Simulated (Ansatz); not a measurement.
**Zone-centre phonons of TiHg at 25 GPa: input and output**

These are results of DFT LDA, scalar-relativistic, plane waves, PAW (Ansatz), not measurements.

Launched with:
```bash
ansatz run input.yaml --threads 1 --pin off --max-ram 3072MiB --backend cpu --events-out ev --progress --plain --runs-dir out
```

Input (bare energies are in eV):
```yaml
crystal:
  lattice:
    - [2.7975170779, 0.0, 0.0]
    - [0.0, 2.7975170779, 0.0]
    - [0.0, 0.0, 3.8707074888]
  atoms:
    - { symbol: Ti, position: [0.5, 0.5, 0.5] }
    - { symbol: Hg, position: [0.0, 0.0, 0.0] }
basis:
  ecutwfc: 420
kpoints:
  mp_grid: { grid: [16, 16, 12] }
hamiltonian:
  xc: lda
scf:
  occupations: { method: fermi_dirac, width: 0.15 }
output:
  eigenvalues: true
phonons:
  method: dfpt
  eigenvectors: true
```

Results section of the output:
```
--- Phonons (Γ-DFPT): 4 representative perturbations + reference, on 567 of 3072 k-points (Σ response iterations 12) ---
  k mesh reduced under 8 symmetry operations, with k and −k counted as one. Each operation leaves every solved displacement unchanged or reverses it
  ASR residual: 3.307e-3 → 0.000e0 eV/Å²; symmetrization residual: 4.600e-6 eV/Å²
  ASR residual per site (eV/Å²): 3.31e-3 3.11e-4
  Γ frequencies (cm⁻¹): 0.00 0.00 0.00 201.21 201.21 275.48
  non-analytic LO–TO correction: not included (Born effective charges unavailable; polar crystals: no LO–TO splitting at Γ)
```

The run took 2.3 min on 1 thread of Arm Neoverse V1, on a shared host, peak memory 1.2 GiB.

In a metal, frequencies and elastic constants depend on the k mesh and the smearing, soft modes and shear constants most. Spin–orbit coupling is left out, which can shift energies with elements as heavy as these. Other phases may be more stable at this pressure.